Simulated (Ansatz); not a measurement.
The elements of this relaxed crystal are hidden behind letters.

```
lattice vectors (Å)
   5.6162   -3.1312    0.0000
   5.6162    3.1312    0.0000
   0.0000    0.0000    5.1178
fractional positions
X 0.4758 0.8417 0.9543
X 0.1583 0.5242 0.9543
X 0.5242 0.1583 0.4543
X 0.8417 0.4758 0.4543
Z 0.8411 0.1589 0.9819
Z 0.1589 0.8411 0.4819
Q 0.4654 0.8321 0.4159
Q 0.1679 0.5346 0.4159
Q 0.5346 0.1679 0.9159
Q 0.8321 0.4654 0.9159
Q 0.8774 0.1226 0.3497
Q 0.1226 0.8774 0.8497
```

Theory: DFT PBE, scalar-relativistic, plane waves, PAW in Ansatz. Cutoff 420 eV, Γ-centred 6×6×6 mesh (12-atom cell), Gaussian smearing of 0.02 eV, no spin polarisation.

| Item | Value |
| --- | --- |
| Space group | Cmc2_1 (No. 36) |
| Conventional cell | a = 11.232 Å, b = 6.262 Å, c = 5.118 Å |
| Volume per atom | 15.00 Å³ |
| Density | 4.55 g/cm³ |
| Energy over the elements | −1.424 eV/atom |
| Gap on the 6×6×6 mesh of the 12-atom cell | 1.87 eV |

Energies are uncorrected and count from the elements' standard states at the same level.

Question: X is a d-block element of period 5, Z is a p-block element of period 3 and Q is a p-block element of period 2. Which elements are they?

Answer: X = Y, Z = Al, Q = N, so the formula is Y2AlN3. Density times volume gives a mean mass of 4.55 × 15.00/1.6605 = 41.1 u per atom, and this set has 41.1 u. Around Y lie 4 N at 2.22–2.37 Å, 1 N at 2.76 Å, 1 Al at 3.16 Å, 2 Al at 3.38–3.48 Å and 5 Y at 3.38–3.57 Å; around Al lie 4 N at 1.89–1.97 Å, 2 Y at 3.16 Å, 2 Al at 3.24 Å, 1 N at 3.24 Å and 4 Y at 3.38–3.48 Å; N on a site of symmetry 1 is surrounded by 1 Al at 1.97 Å, 3 Y at 2.30–2.37 Å and 1 Y at 2.76 Å; 1 more site not described. Other sets within the hints have nearly the same mass, so mass alone doesn't settle it; this one was computed.

Kohn–Sham gaps at this level usually fall short of measured ones. A structure relaxed within its symmetry needn't be a true minimum.
